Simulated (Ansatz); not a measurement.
## W (bcc, W type): energy against volume

W (bcc, W type), conventional cell a = b = c = 3.1835 Å, α = β = γ = 90.00°. The calculation uses the primitive cell of 1 atom, to which meshes and values per cell refer.

The volume is varied about the relaxed value V₀ at fixed cell shape. Symmetry pins the atoms to their sites.

All values below come from PBE (plane waves to 420 eV, PAW, scalar-relativistic; Ansatz, an electronic-structure program). k mesh 20×20×20 (Γ-centred), Fermi-Dirac smearing 0.05 eV. The energy includes the smearing's −TS. Compression counts positive. Spin-orbit coupling is left out, though W is heavy. W is run without spin polarisation. W was relaxed with its symmetry unable to fall. ΔE is measured from the relaxed starting cell.

```json
[
 {"V/V₀": "0.840", "ΔE (eV/atom)": "0.527", "P (GPa)": "75.6"},
 {"V/V₀": "0.872", "ΔE (eV/atom)": "0.317", "P (GPa)": "55.2"},
 {"V/V₀": "0.904", "ΔE (eV/atom)": "0.168", "P (GPa)": "37.9"},
 {"V/V₀": "0.936", "ΔE (eV/atom)": "0.070", "P (GPa)": "23.1"},
 {"V/V₀": "0.968", "ΔE (eV/atom)": "0.017", "P (GPa)": "10.6"},
 {"V/V₀": "1.000", "ΔE (eV/atom)": "0.000", "P (GPa)": "0.0"},
 {"V/V₀": "1.032", "ΔE (eV/atom)": "0.015", "P (GPa)": "-9.0"},
 {"V/V₀": "1.064", "ΔE (eV/atom)": "0.056", "P (GPa)": "-16.5"},
 {"V/V₀": "1.096", "ΔE (eV/atom)": "0.120", "P (GPa)": "-22.9"},
 {"V/V₀": "1.128", "ΔE (eV/atom)": "0.203", "P (GPa)": "-28.3"},
 {"V/V₀": "1.160", "ΔE (eV/atom)": "0.302", "P (GPa)": "-32.8"}
]
```

Read from the data:

- Pressure at the smallest volume = 75.6 GPa
- Energy cost of the largest compression = 527 meV/atom
- Energy cost of the largest expansion = 302 meV/atom
- Bulk modulus B₀ (third-order Birch-Murnaghan fit) = 303 GPa
- Pressure derivative B₀′ (fit) = 4.2
- Equilibrium volume of the fit = 16.13 Å³/atom
- Pressure for 5 % compression (fit) = 17.3 GPa

(A scan under strain: stresses follow from slopes of the energy per volume, elastic moduli from its curvatures.)
